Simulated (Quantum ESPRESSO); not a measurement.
## Band energies of Ca2H3Br

```xyz
6
Lattice="3.9029 0.0000 0.0000 -1.9515 3.3800 0.0000 0.0000 0.0000 6.8535" Properties=species:S:1:pos:R:3 pbc="T T T"
H      1.9515     1.1267     5.8288
H      0.0000     2.2534     1.0247
H      0.0000     0.0000     0.0000
Ca     1.9515     1.1267     1.2731
Ca     0.0000     2.2534     5.5804
Br     0.0000     0.0000     3.4268
```

PBEsol (pw.x of Quantum ESPRESSO, ONCV potentials, scalar-relativistic); path ΓMKΓALHA,LM,KH; energies in eV from the valence-band maximum.

```
k (1/Å)  point  band 11  band 12  band 13  band 14  band 15  band 16  band 17  band 18
-------  -----  -------  -------  -------  -------  -------  -------  -------  -------
0.00         Γ    -6.21    -3.90    -3.90    -3.06    -0.26     2.12     2.12     2.18
0.19              -6.13    -4.16    -3.95    -3.13    -0.62     2.13     2.18     2.36
0.56              -5.60    -4.94    -4.24    -3.50    -2.25     2.39     2.41     2.58
0.74              -5.35    -4.60    -4.36    -3.67    -2.99     2.19     2.52     2.64
0.93         M    -5.25    -4.41    -4.22    -3.78    -3.41     2.10     2.57     2.67
1.20              -5.21    -4.95    -4.05    -3.72    -3.37     1.73     2.30     2.54
1.47         K    -5.69    -5.17    -3.76    -3.60    -3.60     1.64     1.64     2.65
1.82              -5.37    -4.81    -4.64    -3.54    -2.78     1.88     2.39     2.50
2.00              -5.63    -4.89    -4.41    -3.44    -2.11     2.21     2.48     2.53
2.36              -6.13    -4.14    -3.95    -3.12    -0.60     2.12     2.18     2.34
2.54         Γ    -6.21    -3.90    -3.90    -3.06    -0.26     2.12     2.12     2.18
3.00         A    -4.36    -4.22    -3.91    -3.91     0.00     1.69     1.93     1.93
3.18              -4.44    -4.37    -3.96    -3.88    -0.61     1.82     2.03     2.43
3.56              -5.62    -4.39    -4.24    -3.59    -2.38     1.53     2.02     2.36
3.74              -5.72    -4.37    -4.36    -3.67    -2.90     1.55     1.85     2.30
3.93         L    -5.43    -4.40    -4.28    -3.92    -3.01     1.47     1.97     2.27
4.11              -5.41    -4.65    -4.20    -3.89    -3.07     1.75     2.04     2.27
4.28              -5.35    -5.15    -4.03    -3.81    -3.26     2.13     2.29     2.32
4.46         H    -5.61    -5.31    -3.81    -3.81    -3.48     2.36     2.36     2.36
4.60              -5.37    -5.31    -4.06    -3.66    -3.35     2.06     2.41     2.46
4.73              -5.57    -5.00    -4.28    -3.55    -3.09     1.70     2.48     2.51
5.00              -5.46    -4.45    -4.35    -3.58    -2.27     1.38     2.66     2.67
5.13              -5.07    -4.39    -4.17    -3.69    -1.70     1.52     2.51     2.63
5.40              -4.37    -4.33    -3.94    -3.90    -0.36     1.78     1.98     2.33
5.54         A    -4.36    -4.22    -3.91    -3.91     0.00     1.69     1.93     1.93
5.54         L    -5.43    -4.40    -4.28    -3.92    -3.01     1.47     1.97     2.27
5.69              -5.39    -4.40    -4.19    -3.99    -3.09     1.61     2.15     2.33
5.84              -5.30    -4.41    -4.14    -3.94    -3.27     1.95     2.45     2.48
6.00         M    -5.25    -4.41    -4.22    -3.78    -3.41     2.10     2.57     2.67
6.00         K    -5.69    -5.17    -3.76    -3.60    -3.60     1.64     1.64     2.65
6.45         H    -5.61    -5.31    -3.81    -3.81    -3.48     2.36     2.36     2.36
```

The PBEsol gap is indirect, 1.38 eV, from A to 50 % of the way from H to A; the smallest direct gap is 1.69 eV.

Spin-orbit splittings are left out.

Geometry of the Materials Project entry, not relaxed at this level.

The structure is a Materials Project entry; no match was found in the copy of COD used, and its stability was not checked.
